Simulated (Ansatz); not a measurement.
SrCl2 in the fluorite structure, relaxed with r2SCAN, was run in the plane-wave code Ansatz under altered settings. All numbers are computed, without spin polarisation but where a row says otherwise.

```
Sr Cl
1.0
     0.00000    3.49772    3.49772
     3.49772    0.00000    3.49772
     3.49772    3.49772    0.00000
Sr Cl
1 2
Direct
  0.00000 0.00000 0.00000
  0.25000 0.25000 0.25000
  0.75000 0.75000 0.75000
```

The base run's other keys:
```yaml
kpoints:
  mp_grid: { grid: [4, 4, 4] }
hamiltonian:
  xc: r2scan
scf:
  occupations: { method: fixed }
  n_extra_bands: 4
```

It takes 6 iterations with 2109 plane waves at 500 eV and 8 k points, and leaves a mean stress of -0.02 GPa. The gap over this mesh is 5.937 eV. It ran on 4 threads of Arm Neoverse V1, with other jobs on the host.

Outcomes, with energy and stress as changes against the base:

| setting | outcome | ΔF (meV/atom) | Δ mean stress (GPa) | gap on the mesh (eV) | iterations | wall time |
| --- | --- | --- | --- | --- | --- | --- |
| basis.ecutwfc: 200 | converged, warned | +360 | -0.12 | 5.894 | 6 | 0.51 s |
| scf.mixing.beta: 1.0 | converged | 0.0 | 0.00 | 5.937 | 6 | 1.1 s |
| scf.mixing.preconditioner: resta | converged | 0.0 | 0.00 | 5.937 | 6 | 1.1 s |
| scf.occupations: fermi_dirac 0.001 | converged | 0.0 | 0.00 | 5.937 | 6 | 1.1 s |
| scf.mixing.beta: 0.05 | converged | 0.0 | 0.00 | 5.937 | 8 | 1.2 s |
| scf.occupations: gaussian 0.2 | converged | 0.0 | 0.00 | 5.937 | 6 | 1.1 s |
| scf.occupations: cold 0.05 | converged | 0.0 | 0.00 | 5.937 | 5 | 1.1 s |
| scf.mixing.ndim: 2 | converged | 0.0 | 0.00 | 5.938 | 6 | 1.2 s |
| hamiltonian.dispersion: rvv10 | converged | – | -0.71 | 5.795 | 6 | 2.5 s |
| basis.xc_grid: 1 | converged | 0.0 | 0.00 | 5.938 | 6 | 0.79 s |
| scf.mixing.preconditioner: kerker | converged | 0.0 | 0.00 | 5.938 | 7 | 1.2 s |
| scf.occupations: methfessel_paxton 0.05 | converged | 0.0 | 0.00 | 5.937 | 5 | 1.1 s |
| scf.occupations: methfessel_paxton 0.2 | converged | 0.0 | 0.00 | 5.937 | 5 | 1.1 s |
| basis.ecutrho_ratio: 1 | converged, warned | -74 | +2.56 | 5.910 | 6 | 1.1 s |

A dash marks a value that wasn't obtained or can't be compared. Stress is positive in compression. The base took 1.1 s.

- basis.ecutwfc: 200. 537 plane waves in place of 2109. The free energy moves by +360 meV an atom, the mean stress by -0.12 GPa and the gap on the mesh by -0.043 eV (to 5.894). The basis is too small: these are errors of the cutoff. Warned: cutoff below recommended.
- hamiltonian.dispersion: rvv10. The mean stress moves by -0.71 GPa and the gap on the mesh by -0.142 eV (to 5.795).
- basis.ecutrho_ratio: 1. The free energy moves by -74 meV an atom, the mean stress by +2.56 GPa and the gap on the mesh by -0.028 eV (to 5.910). A density grid this coarse aliases the density, so the change is an error. Warned: cutoff below recommended.

Within 1 meV an atom, 0.1 GPa and 0.005 eV of the base stay: scf.mixing.beta: 1.0; scf.mixing.preconditioner: resta; scf.occupations: fermi_dirac 0.001; scf.mixing.beta: 0.05; scf.occupations: gaussian 0.2; scf.occupations: cold 0.05; scf.mixing.ndim: 2; basis.xc_grid: 1; scf.mixing.preconditioner: kerker; scf.occupations: methfessel_paxton 0.05; scf.occupations: methfessel_paxton 0.2.

Spin-orbit coupling is left out.
